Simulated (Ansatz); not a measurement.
## Zn5Se2S3 (I-4m2) at 2 levels of theory

One geometry, relaxed with PBE; plane waves with PAW potentials in Ansatz, scalar-relativistic. No spin polarisation. Gaps are the least over mesh and band path; pressure is positive in compression.

```
CELL_PARAMETERS angstrom
-1.96597 1.96597 13.88756
1.96597 -1.96597 13.88756
1.96597 1.96597 -13.88756
ATOMIC_POSITIONS crystal
Zn 0.70224 0.70224 0.00000
Zn 0.29776 0.29776 0.00000
Zn 0.89348 0.89348 0.00000
Zn 0.50000 0.50000 0.00000
Zn 0.10652 0.10652 0.00000
Se 0.44678 0.94678 0.50000
Se 0.05322 0.55322 0.50000
S 0.25000 0.75000 0.50000
S 0.84562 0.34562 0.50000
S 0.65438 0.15438 0.50000
```

```tsv
level	cutoff (eV)	k mesh	gap (eV)	pressure (GPa)
PBE	420	10×10×10	1.54	0.0
```

Question: What comes out on the same cell with r2SCAN?

Answer:
```json
{"level": "r2SCAN", "cutoff (eV)": "500", "k mesh": "10×10×10", "gap (eV)": "2.09", "pressure (GPa)": "-2.2"}
```

It was reached by relaxing an invented guess, and it needn't be the stable form of this composition.
